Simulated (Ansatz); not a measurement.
This cell of Zr (hcp, Mg type) is off equilibrium:

```
Zr
1.0
    6.46252     0.00000     0.00000
   -1.61563     2.79835     0.00000
    0.00000     0.00000     5.17316
Zr
4
Direct
  0.16667   0.66667   0.75000
  0.66667   0.66667   0.75000
  0.33333   0.33333   0.25000
  0.93274   0.47888   0.25000
```

The numbers are results of PBE (plane waves to 420 eV, PAW, scalar-relativistic; Ansatz, a quantum-chemistry and plane-wave program), not measurements. k mesh 13×13×7 (Γ-centred), Fermi-Dirac smearing 0.05 eV. Energies are smeared free energies. Compression counts positive. With partly filled bands, energies and forces of such displacements shift with the k mesh and the smearing. Zr is run without spin polarisation. Zr was relaxed with its symmetry unable to fall.

**Question.** Predict the force on every atom, in eV/Å.

**Answer.** 
| atom | Fx | Fy | Fz |
|---|---|---|---|
| Zr1 | 0.213 | -0.045 | 0.000 |
| Zr2 | -0.041 | 0.179 | 0.000 |
| Zr3 | 2.559 | 1.758 | 0.000 |
| Zr4 | -2.732 | -1.893 | 0.000 |

**Question.** What is the stress tensor (GPa)?

**Answer.** 
```
    5.2      3.4      0.0
    3.4      1.4      0.0
    0.0      0.0      2.4
```
The pressure, a third of the trace, is 3.0 GPa.

**Question.** In it atom 4 sits (0.407, 0.407, 0.000) Å away from its relaxed site. What is its energy relative to the relaxed cell?

**Answer.** 861 meV/cell.

(A displaced cell: forces are minus the slopes of the energy, force constants its curvatures, and phonons follow from these.)
